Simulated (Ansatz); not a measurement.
CuPt in space group R-3m (No. 166; Cu on 3a, Pt on 3b) under volume change, PBEsol in the plane-wave PAW code Ansatz, shape and atoms relaxed at each volume.

```
V (Å³/atom)  E − E(relaxed) (meV/atom)  P (GPa)
-----------  -------------------------  -------
12.198                            94.0    27.49
12.600                            39.1    16.59
13.002                             9.2     7.53
13.404                             0.0     0.00
13.806                             8.1    -6.25
14.208                            30.5   -11.43
14.611                            64.7   -15.70
```

Q: What does a third-order Birch–Murnaghan fit give for V₀, B₀ and B′?

A: V₀ = 13.40 Å³/atom, B₀ = 228 GPa, B′ = 5.2.

The first step of the workflow began from a Materials Project structure, measured or hypothetical; the Crystallography Open Database copy checked does not list it. With Cu and Pt taken as one species the cell has the higher symmetry Fm-3m, so it may be an ordered model of a mixed-site phase. Whether it is the stable phase at ambient conditions was not checked. Symmetry was held in the PBEsol relaxation; of distortions, only those at the zone centre were tested. No spin polarisation was allowed. Spin–orbit coupling is left out wherever it is not named.

Potentials: the later of the program's two PAW sets.
